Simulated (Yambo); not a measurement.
BSE-type run in Yambo on MoCl₆ (space group P-31m, No. 162), at zero momentum.

Quantum ESPRESSO step (LDA, PseudoDojo standard norm-conserving files, scalar-relativistic):
```
&CONTROL
  calculation = 'nscf'
  pseudo_dir = './pseudo'
  outdir = './out'
/
&SYSTEM
  ibrav = 0
  nat = 7
  ntyp = 2
  ecutwfc = 80.0
  ecutrho = 320.0
  occupations = 'fixed'
  force_symmorphic = .true.
  nbnd = 101
/
&ELECTRONS
  conv_thr = 7.000000000000001e-09
  diago_full_acc = .true.
  diago_thr_init = 1e-08
/
ATOMIC_SPECIES
Cl 35.4500 Cl.upf
Mo 95.9500 Mo.upf
CELL_PARAMETERS angstrom
  6.173480212000   0.000000000000   0.000000000000
 -3.086740106000   5.346390694000   0.000000000000
  0.000000000000   0.000000000000   5.665920000000
ATOMIC_POSITIONS crystal
Cl   0.303610000000   0.303610000000   0.266290000000
Cl   0.696390000000   0.696390000000   0.733710000000
Cl   0.696390000000   0.000000000000   0.266290000000
Cl   0.303610000000   0.000000000000   0.733710000000
Cl  -0.000000000000   0.696390000000   0.266290000000
Cl   0.000000000000   0.303610000000   0.733710000000
Mo   0.000000000000   0.000000000000   0.500000000000
K_POINTS automatic
3 3 4 0 0 0
```

Yambo input:
```
rim_cut
optics
bse
bss
dipoles
tddft
RandQpts= 1000000
RandGvec= 1 Ry
FFTGvecs= 40 Ry
BSKmod= "ALDA"
BSEmod= "resonant"
BSSmod= "hs"
BSENGexx= 15 Ry
% KfnQP_E
 1.574 | 1.0 | 1.0 |
%
% BSEQptR
 1 | 1 |
%
% BSEBands
 11 | 34 |
%
% BEnRange
 0.0 | 11.1 | eV
%
% BDmRange
 0.15 | 0.15 | eV
%
BEnSteps= 222
% BLongDir
 1.0 | 0.0 | 0.0 |
%
BSHayTrs= -0.02
BSSNEig= 24
WRbsWF
```

From the report:

The dimension is k points × valence × conduction bands = 36 × 18 × 6 = 3888.
```
  [SLEPC] Approach                          : Krylov-Schur
  [SLEPC] Number of requested eigenvalues   :  24
  [SLEPC] Number of eigenvalues        [NEV]:  24
   [K] Dimension                                    :   3888
   [K] Bands                                        :   11   34
   [K] Exchange res                                 : yes
   [K] Correlation res                              : no
   [K] W interaction is bare                        : no
   [K] RL vectors exchange                          :  1219
```
Lowest eigenvalues (eV; in brackets the number of states within 2 meV): 2.66 (1), 2.74 (2), 2.77 (2), 2.80 (6), 2.84 (5), 2.85 (1). They depend on the mesh, which isn't converged, and on the G0W0 scissor.

Spin-orbit coupling is not included.

Geometry of the Materials Project entry, not relaxed at this level.

The structure is a Materials Project entry; no match was found in the copy of COD used, and its stability was not checked.
